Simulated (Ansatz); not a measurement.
## ³⁵Cl NMR of the central transition in Li₁₇Cl₅O₆

Cell: a computed structure from the Materials Project (it need not be an observed phase), atoms as given.

```
Li Cl O
1.0
     5.57916    0.00000    0.00000
     0.00000    3.83637    0.00000
    -0.92380    0.00000   16.71780
Li Cl O
17 5 6
Direct
  0.26661 0.50000 0.90981
  0.24052 0.50000 0.56689
  0.33344 0.50000 0.24068
  0.71720 0.50000 0.75281
  0.67887 0.50000 0.43535
  0.77144 0.50000 0.08293
  0.20729 0.50000 0.74162
  0.27343 0.50000 0.07786
  0.75654 0.50000 0.91642
  0.72950 0.50000 0.59422
  0.80104 0.50000 0.24933
  0.99084 0.00000 0.82863
  0.97361 0.00000 0.50355
  0.04176 0.00000 0.15904
  0.51525 0.00000 0.99651
  0.46018 0.00000 0.66402
  0.52628 0.00000 0.34313
  0.49151 0.00000 0.83634
  0.44146 0.00000 0.49334
  0.53844 0.00000 0.16120
  0.01441 0.00000 0.00949
  0.96007 0.00000 0.67755
  0.99050 0.50000 0.83619
  0.93700 0.50000 0.51026
  0.04420 0.50000 0.17380
  0.51521 0.50000 0.99831
  0.46289 0.50000 0.66583
  0.57052 0.50000 0.32489
```

Atoms are numbered from 1 in the order listed; like atoms form one site, named after its first atom.

Computed with Ansatz: DFT, PBE, plane waves and PAW, scalar-relativistic, 420 eV cutoff, Γ-centred 4×6×2 k-points, Fermi–Dirac smearing 0.02 eV.

³⁵Cl has I = 3/2 and Q = -81.12 mb (Pyykkö 2018); at 11.7 T its Larmor frequency is ν₀ = 48.9 MHz. Only the quadrupole interaction is simulated: positions count from each site's isotropic chemical shift, and shift anisotropy, dipolar and J coupling are left out, though they dominate static lines narrower than about 10 kHz.

(1) What does the ³⁵Cl spectrum (static powder) show for each site?

Results:

(1) 

```csv
site,first shell,C_Q (MHz),η,P_Q (MHz),δ_QIS (ppm),breadth (kHz)
Cl18,12 Li at 2.63–2.90 Å,0.676,0.51,0.704,-5.19,1.77
Cl19,10 Li at 2.55–2.97 Å,-7.86,0.39,8.05,-679,222
Cl20,12 Li at 2.63–3.05 Å,3.15,0.29,3.20,-107,33.3
Cl21,12 Li at 2.50–3.02 Å,0.670,0.49,0.696,-5.08,1.72
Cl22,12 Li at 2.53–3.14 Å,1.64,0.97,1.88,-37.1,13.6
```

δ_QIS = −(ν_Q²/30ν₀²)[I(I+1) − 3/4](1 + η²/3) × 10⁶ ppm with ν_Q = 3|C_Q|/[2I(2I−1)]; it falls as 1/B₀² in ppm, and the breadth as 1/B₀ in kHz.

The run took 71 s of wall time (71 s of CPU time) and 0.91 GiB at its peak, on 1 thread of Intel Xeon Platinum 8488C (Sapphire Rapids) (x86_64; 4 cores open to the job, memory cap 2.5 GiB, no GPU), a shared host with a load of 0.4 a core.
